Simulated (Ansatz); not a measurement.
The relaxed structure here is a generated cell of AlPd: the first start was made by a random draw of sites in a space group, and the end was not matched to a known phase here, so it may be hypothetical.

One stationary structure of AlPd. Space group Pmmm (No. 47). Level of theory: PBE (plane waves to 420 eV, PAW, scalar-relativistic; Ansatz, a quantum-chemistry and plane-wave program).

Space group Pmmm (No. 47); a = 2.806 Å, b = 2.866 Å, c = 4.219 Å, α = 90.00°, β = 90.00°, γ = 90.00°

```json
[
 {"atom": "Al", "site": "1b", "symmetry": "mmm", "x": "0.5000", "y": "0.0000", "z": "0.0000"},
 {"atom": "Pd", "site": "1c", "symmetry": "mmm", "x": "0.0000", "y": "0.0000", "z": "0.5000"}
]
```

| Item | Value |
|---|---|
| Volume per atom | 16.97 Å³ |
| Density | 6.53 g/cm³ |
| Band gap | no gap (metallic) |
| Shortest distances | Al–Pd 2.53 Å; Al–Al 2.81 Å; Pd–Pd 2.81 Å |
| k-mesh | 16×16×11 |

Band energies at high-symmetry points (eV from the Fermi level; labels of this space group; no spin-orbit coupling), from −5 eV up to 1.5 eV:

| point | energies |
|---|---|
| Γ | -4.75 -4.25 -2.56 -2.19 -1.28 -0.94 |
| X | -4.53 -3.73 -2.44 -1.95 0.41 |
| S | -4.70 -4.48 -4.31 -3.26 -0.53 -0.36 |
| Y | -4.30 -3.92 -3.76 -2.41 -2.18 0.31 |
| Z | -4.21 -3.78 -2.64 -2.30 -1.28 |
| U | -3.72 -3.11 -3.00 -2.42 -2.04 -1.23 0.29 |
| R | -4.43 -3.72 -2.89 -0.54 -0.19 0.55 |
| T | -4.68 -4.01 -3.38 -2.45 -2.16 0.07 0.21 |

No spin polarisation in the result.

The run could not lose the symmetry of its start, so the end can be a saddle point.
